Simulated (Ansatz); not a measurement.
## TaTe: computed property card

TaTe:
```cif
data_Ta4Te4
_chemical_formula_sum 'Ta4 Te4'
_space_group_name_H-M_alt 'Fm-3m'
_space_group_IT_number 225
_space_group_name_Hall '-F 4 2 3'
_cell_length_a 5.66648
_cell_length_b 5.66648
_cell_length_c 5.66648
_cell_angle_alpha 90.000
_cell_angle_beta 90.000
_cell_angle_gamma 90.000
loop_
_atom_site_label
_atom_site_type_symbol
_atom_site_symmetry_multiplicity
_atom_site_Wyckoff_symbol
_atom_site_fract_x
_atom_site_fract_y
_atom_site_fract_z
_atom_site_occupancy
Ta1 Ta 4 a 0.00000 0.00000 0.00000 1
Te1 Te 4 b 0.50000 0.50000 0.50000 1
```
(The calculation used a cell of 2 atoms; values per cell refer to that cell.)

Space group Fm-3m (No. 225), rock salt; conventional cell a = 5.6665 Å, b = 5.6665 Å, c = 5.6665 Å, α = 90.00°, β = 90.00°, γ = 90.00°.

Method: the program Ansatz at the r²SCAN level (PAW). The cell and atoms are relaxed at this level. Other levels are named where they apply.

Cell and energy:

Volume per atom: 22.74 Å³
Density: 11.26 g/cm³
Formation energy from the elements (no fitted shifts): 0.82 eV/atom

Electronic structure:

- Electronic character = metallic (no gap)
- Density of states at the Fermi level = 1.6 states/eV per atom (mean over ±0.08 eV)
- Gap with spin–orbit coupling = none (metallic)

Mechanics:

- Bulk modulus (Birch–Murnaghan fit): 114 GPa
- Pressure derivative B′: 4.4
- Elastic constants (relaxed ions, GPa): C11 = 246, C12 = 49.9, C44 = -29.7
- Mechanical stability: unstable (C has a negative eigenvalue)

Charges:

Bader charges: Ta +1.08, Te -1.08 e

The start of the workflow was typed in or built on a structure type; neither database checked (COD, Materials Project) lists it. Whether it is the stable phase at ambient conditions was not checked. The r²SCAN relaxation kept the symmetry of its start. No spin polarisation was allowed. Its formation energy is positive at this level, so the cell may be metastable or incomplete. With an odd number of electrons in the cell and no spin polarisation, the count alone makes it a metal. As this level gives no gap, shear constants depend on the k-mesh and smearing (Fermi–Dirac, 0.1 eV here). On the denser mesh and wider smearing of the elastic run this cell carries a stress of 0.3 GPa. The references are the lowest solids computed at this level, not always the standard phases. Scalar-relativistic: spin–orbit coupling is off unless named, which matters more the heavier the elements.

Potentials: the later of the program's two PAW sets.
